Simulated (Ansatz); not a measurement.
GaP:
```
CELL_PARAMETERS angstrom
      0.00000     2.72569     2.72569
      2.72569     0.00000     2.72569
      2.72569     2.72569     0.00000
ATOMIC_POSITIONS crystal
  P  0.75000 0.75000 0.75000
  Ga 0.00000 0.00000 0.00000
```

x, y and z are the axes in which the lattice vectors are written.

Give the proper piezoelectric stress tensor with relaxed ions from the program Ansatz at the r²SCAN level (PAW).

In C/m², rows x, y, z, Voigt columns; mesh uncertainty up to 0.00.
```
0.00  0.00  0.00  0.14  0.00  0.00
0.00  0.00  0.00  0.00  0.14  0.00
0.00  0.00  0.00  0.00  0.00  0.14
```

The elastic tensor of the same run (GPa):

```
 142  60.5  60.5   0.0   0.0   0.0
60.5   142  60.5   0.0   0.0   0.0
60.5  60.5   142   0.0   0.0   0.0
 0.0   0.0   0.0  73.1   0.0   0.0
 0.0   0.0   0.0   0.0  73.1   0.0
 0.0   0.0   0.0   0.0   0.0  73.1
```

Convert to strain constants d = e·S.

In pC/N:
```
0.0  0.0  0.0  2.0  0.0  0.0
0.0  0.0  0.0  0.0  2.0  0.0
0.0  0.0  0.0  0.0  0.0  2.0
```

Space group F-43m (zinc blende). Symmetry was held in the r²SCAN relaxation; phonons on a q-mesh show no instability. Spin–orbit coupling is left out wherever it is not named.

Potentials: the later of the program's two PAW sets.
